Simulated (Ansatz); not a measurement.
Ansatz (a quantum-chemistry and plane-wave program) input:

Ansatz 0.2 input:
```yaml
crystal:
  lattice:
    - [5.243107531, 0.0, 0.0]
    - [0.0, 5.243107531, 0.0]
    - [0.0, 0.0, 5.243107531]
  atoms:
    - { symbol: V, position: [0.0, 0.0, 0.0] }
    - { symbol: Cu, position: [0.0, 0.5, 0.0] }
    - { symbol: Cu, position: [0.5, 0.0, 0.0] }
    - { symbol: Cu, position: [0.0, 0.0, 0.5] }
    - { symbol: S, position: [0.7590051948, 0.2409948052, 0.7590051948] }
    - { symbol: S, position: [0.2409948052, 0.2409948052, 0.2409948052] }
    - { symbol: S, position: [0.2409948052, 0.7590051948, 0.7590051948] }
    - { symbol: S, position: [0.7590051948, 0.7590051948, 0.2409948052] }
kpoints:
  mp_grid: { grid: [4, 4, 4] }
hamiltonian:
  xc: lda
  pseudopotentials: { kind: paw }
scf:
  occupations: { method: fixed }
phonons:
  method: dfpt
  response_accuracy: low
  qmesh: [2, 2, 2]
  interpolated_qmesh: [10, 10, 10]
  dielectric: true
  rigid_motions: translations
  temperatures: { t_max: 1000, t_step: 50 }
  qpath:
    path:
      - [[0.0, 0.0, 0.0], [0.0, 0.5, 0.0], [0.5, 0.5, 0.0], [0.0, 0.0, 0.0], [0.5, 0.5, 0.5], [0.0, 0.5, 0.0]]  # Γ-X-M-Γ-R-X
      - [[0.5, 0.5, 0.5], [0.5, 0.5, 0.0]]  # R-M
    npoints: 13
```

Output (shortened):

```
WARN phonons: the dynamical matrix that this run interpolates holds no multipole term above the dipole-dipole one, and a site of this crystal is no centre of …
Pseudopotential: V, paw, valence charge 13
Pseudopotential: Cu, paw, valence charge 19
Pseudopotential: S, paw, valence charge 6
Functional definition: SPW92
Crystal: 8 atoms, lattice volume = 144.134 Å³
Basis set: ecut = 420 eV, 2801 PW (Γ), exchange–correlation on 72×72×72 points (8 copies of the dense FFT grid, shifted against one another)
Bands: 57, of which v1, the nominal top of the filled ones, is band 47 counted from 1 (46 counted from 0)
Symmetry: 24 space group operations
k-points: 36 of 64 (irreducible under 1 space group operation, time reversal used)
SCF 1 converged in 13 iterations: F = -26010.734081 eV  dr2 = 5.91e-12
── the response to a field inside a basis, on 4×4×4 k-points: an SCF that follows is theirs, and a resumed run solves both again ──
Crystal: 8 atoms, lattice volume = 144.134 Å³
Bands: 48, of which v1, the nominal top of the filled ones, is band 47 counted from 1 (46 counted from 0)
k-points: 4 of 64 (time reversal used)
SCF 1 converged in 7 iterations: F = -26010.534411 eV  dr2 = 5.01e-8
WARN: field response: ε∞ stands inside a basis, on 4×4×4 points …
SCF converged after 13 iterations
Free energy (F): -26010.734081 eV
Harris-Foulkes:  -26010.734081 eV  (|F-HF|=3.64e-12)
Internal energy: -26010.734081 eV  (E = F + TS)
E sigma→0 (E₀):  -26010.734081 eV
Fermi energy:    8.068550 eV
--- Per-component energies (eV) ---
  E_band       = -1799.251512
  E_kinetic    = 1672.673597
  E_local      = -20802.485887  (includes V_loc(G=0)·N_el)
  E_nonlocal   = 1262.982502
  E_hartree    = 9256.090152
  E_xc         = -784.029428
  E_vxc        = -865.655409  (∫ρ·V_xc dr)
  E_paw        = -8118.120382  (= ΣΔE_a)
  E_vpaw       = -1578.947440  (= ΣTr[D̂ρ^β])
  E_aug_tail   = 0.000833  (compensation charges beyond the density's cutoff)
  E_ewald      = -8500.153388
  E_core_change = 2.307920  (= ΣΔE_core)
  E_smearing   =  0.000000  (= −TS)
  E_closure    =  0.000000  (closes the sum)
  Σ components = -26010.734081   (vs F -26010.734081, Δ=0.00e0)
--- Band table (eV; the first three rows and the last of 36) ---
  k-point 0: bands = ["-103.7126", "-103.7126", "-103.7126", "-61.5999", "-61.5999", "-61.5999", "-61.5059", "-61.5059", "-61.5059", "-61.5058", "-61.5058", "-61.5058", "-55.7652", "-30.0114", "-30.0114", "-30.0114", "-6.1122", "-4.6853", "-4.6853", …
  k-point 1: bands = ["-103.7126", "-103.7126", "-103.7126", "-61.5999", "-61.5999", "-61.5999", "-61.5059", "-61.5059", "-61.5059", "-61.5058", "-61.5058", "-61.5058", "-55.7651", "-30.0123", "-30.0115", "-30.0115", "-5.9548", "-4.8973", "-4.6824", …
  k-point 2: bands = ["-103.7126", "-103.7126", "-103.7126", "-61.6000", "-61.5999", "-61.5999", "-61.5059", "-61.5059", "-61.5059", "-61.5058", "-61.5058", "-61.5058", "-55.7650", "-30.0132", "-30.0115", "-30.0115", "-5.6890", "-5.2162", "-4.6794", …
  k-point 35: bands = ["-103.7126", "-103.7126", "-103.7126", "-61.6007", "-61.5996", "-61.5996", "-61.5061", "-61.5061", "-61.5061", "-61.5056", "-61.5056", "-61.5056", "-55.7646", "-30.0132", "-30.0132", "-30.0132", "-5.0599", "-5.0343", "-5.0343", …
--- Phonons (Γ-DFPT): 4 representative perturbations + reference, on 36 of 64 k-points (Σ response iterations 12) ---
  ASR residual: 5.494e-4 → 0.000e0 eV/Å²; symmetrization residual: 2.875e-4 eV/Å²
  ASR residual per site (eV/Å²): 1.66e-4 5.49e-4 5.49e-4 5.49e-4 1.42e-4 1.42e-4 1.42e-4 1.42e-4
  Γ frequencies (cm⁻¹): 0.00 0.00 0.00 98.54 98.54 98.54 174.10 174.10 174.10 227.58 227.58 227.58 294.90 294.90 294.90 310.80 310.80 310.80 326.85 326.85 395.46 459.60 459.60 459.60
  ε∞ (high-frequency dielectric tensor):
        7.833427     0.000000     0.000000
        0.000000     7.833427     0.000000
        0.000000     0.000000     7.833427
  ε⁰ (static dielectric tensor: ions relaxed, cell fixed):
        8.205613     0.000000     0.000000
        0.000000     8.205613     0.000000
        0.000000     0.000000     8.205613
  ε⁰ − ε∞ (ionic part):
        0.372186     0.000000     0.000000
        0.000000     0.372186     0.000000
        0.000000     0.000000     0.372186
  softest optical mode at Γ: 98.54 cm⁻¹; the repairs (sum rule, projections) moved no ω² at Γ by more than (7.80 cm⁻¹)²
  Born effective charges Z* (e; rows j = field, columns β = displacement):
    site 0:
         1.19799    0.00000    0.00000
         0.00000    1.19799    0.00000
         0.00000    0.00000    1.19799
    site 1:
         0.24284    0.00000    0.00000
         0.00000   -0.13881    0.00000
         0.00000    0.00000    0.24284
    site 2:
        -0.13881    0.00000    0.00000
         0.00000    0.24284    0.00000
         0.00000    0.00000    0.24284
    site 3:
         0.24284    0.00000    0.00000
         0.00000    0.24284    0.00000
         0.00000    0.00000   -0.13881
    site 4:
        -0.38622    0.64814   -0.64814
         0.64814   -0.38622    0.64814
        -0.64814    0.64814   -0.38622
    site 5:
        -0.38622   -0.64814   -0.64814
        -0.64814   -0.38622   -0.64814
        -0.64814   -0.64814   -0.38622
    site 6:
        -0.38622    0.64814    0.64814
         0.64814   -0.38622   -0.64814
         0.64814   -0.64814   -0.38622
    site 7:
        -0.38622   -0.64814    0.64814
        -0.64814   -0.38622    0.64814
         0.64814    0.64814   -0.38622
  Z* charge neutrality: 6.161e-3 e pre-enforcement
  solved inside a basis spanned on kpoints, on 4×4×4 k-points, its susceptibility summed on 8×8×8: ε∞ is read to err by 2.1e-2, Z* by 2.5e-2 e (field_mesh …
  optical modes at Γ without the LO–TO term, one row a degenerate level:
      ω (cm⁻¹)  modes    IR ((D/Å)²/amu)
         98.54      3             0.0000
        174.10      3             0.0009
        227.58      3             1.3942
        294.90      3             0.0000
        310.80      3             0.8416
        326.85      2             0.0000
        395.46      1             0.0000
        459.60      3             8.4059
  optical modes at Γ + LO–TO along q̂ = [1.0000, 0.0000, 0.0000]:
      ω (cm⁻¹)  modes    IR ((D/Å)²/amu)
         98.54      3             0.0000
        174.10      2             0.0006
        174.10      1             0.0003
        227.58      2             0.9295
        229.42      1             0.4251
        294.90      3             0.0000
        310.80      2             0.5610
        311.62      1             0.2659
        326.85      2             0.0000
        395.46      1             0.0000
        459.60      2             5.6039
        465.38      1             2.8563
  optical modes at Γ + LO–TO along q̂ = [0.0000, 1.0000, 0.0000]:
      ω (cm⁻¹)  modes    IR ((D/Å)²/amu)
         98.54      3             0.0000
        174.10      2             0.0006
        174.10      1             0.0003
        227.58      2             0.9295
        229.42      1             0.4251
        294.90      3             0.0000
        310.80      2             0.5610
        311.62      1             0.2659
        326.85      2             0.0000
        395.46      1             0.0000
        459.60      2             5.6039
        465.38      1             2.8563
  optical modes at Γ + LO–TO along q̂ = [0.0000, 0.0000, 1.0000]:
      ω (cm⁻¹)  modes    IR ((D/Å)²/amu)
         98.54      3             0.0000
        174.10      2             0.0006
        174.10      1             0.0003
        227.58      2             0.9295
        229.42      1             0.4251
        294.90      3             0.0000
        310.80      2             0.5610
        311.62      1             0.2659
        326.85      2             0.0000
        395.46      1             0.0000
        459.60      2             5.6039
        465.38      1             2.8563
  non-analytic LO–TO correction: the dipole-dipole term of the run's Born effective charges and high-frequency dielectric tensor (where they are solved with …
--- Phonons (arbitrary-q DFPT): 4 irreducible q on the 2×2×2 mesh ---
  q = [0.0000, 0.0000, 0.0000] (star 1, of the zone-centre solve; hermiticity 1.68e-5, symmetrization 4.29e-6):  0.00  0.00 0.00 98.54 98.54 98.54 174.10 174.10 174.10 227.58 227.58 227.58 294.90 294.90 294.90 310.80 310.80 310.80 326.85 326.85 395.46 459.60 459.60 459.60
  q = [0.0000, 0.0000, -0.5000] (star 3, 9 solved perturbations in 231 linear systems a pass and spin channel, the states on 36 of 64 k-point pairs; hermiticity 1.24e-5, symmetrization 1.92e-6): 50.36 50.36 91.21 91.21 104.79 107.06 171.16 171.16 186.37 …
  q = [0.0000, -0.5000, -0.5000] (star 3, 9 solved perturbations in 231 linear systems a pass and spin channel, the states on 36 of 64 k-point pairs; hermiticity 1.12e-5, symmetrization 2.38e-6): 47.52 84.57 92.65 92.65 113.92 113.92 164.86 171.63 201.22 …
  q = [-0.5000, -0.5000, -0.5000] (star 1, 4 solved perturbations in 87 linear systems a pass and spin channel, the states on 36 of 64 k-point pairs; hermiticity 9.33e-6, symmetrization 1.57e-6): 55.25 55.25 55.25 124.59 124.59 124.59 161.86 161.86 217.15 …
  sum rule: each row above includes the acoustic sum rule's correction from the zone centre's row sums; it moved no ω² by more than (1.53 cm⁻¹)²
  mesh force constants: q→R imaginary residual 5.83e-18; ASR residual 5.494e-4 → 0.000e0 eV/Å²; symmetrization residual 1.066e-14 eV/Å²
  interpolated dispersion: 81 rows × 24 modes
  density of states and harmonic sums: on the 10×10×10 q-mesh, interpolated from the force constants of a 2×2×2 supercell (with the dipole–dipole term)
  largest difference from the sums on the solved wave vectors: F 8.03e-2 eV, S 1.12e-4 and C_V 3.20e-5 eV/K
  zero-point energy: 0.369807 eV/cell   skipped modes (ω ≤ 0): 3   left out of the sums: 1.25e-4 of the cell's modes …
```

Cost: roughly 16 core-minutes on shared cores.

Space group P-43m. The first step of the workflow began from a Materials Project structure, measured or hypothetical; the Crystallography Open Database files this formula in space group No. 215, but the cells were not matched. Whether it is the stable phase at ambient conditions was not checked. The cell was relaxed with LDA under the symmetry of its start. The run is not spin-polarised.

Potentials: the later of the program's two PAW sets.

Ansatz is a plane-wave DFT program.
